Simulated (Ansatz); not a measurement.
LaB2 (MoSi2 or CaC2 type, space group No. 139), plane-wave PAW PBE (Ansatz code), all energies at zero smearing, with the estimated change up to a 700 eV cutoff added, with one set of potentials and settings (totals compare only within such a set). Cell of 3 atoms (1 La, 2 B): -6560.701 eV.

```csv
element,reference phase,E (eV/atom)
La,"P6_3/mmc, 4 atoms in the cell",-6250.3045
B,"R-3m, 12 atoms in the cell",-155.9170
```

Formation energy per atom, worked out: (-6560.701 − 1×(-6250.3045) − 2×(-155.9170))/3 = 0.479 eV/atom (46 kJ per mol of atoms), at 0 K, without zero-point energy or fitted corrections.

Space group I4/mmm (MoSi2 or CaC2 type). The start of the workflow was typed in or built on a structure type; neither database checked (COD, Materials Project) lists it. Its standing as an ambient phase is unchecked. The cell was relaxed with PBE under the symmetry of its start; its stability against distortions is not shown here. Its formation energy is positive at this level, so the cell may be metastable or incomplete. The references are the lowest solids computed at this level, not always the standard phases. Spin–orbit coupling is left out wherever it is not named.

Potentials: the earlier of the program's two PAW sets.
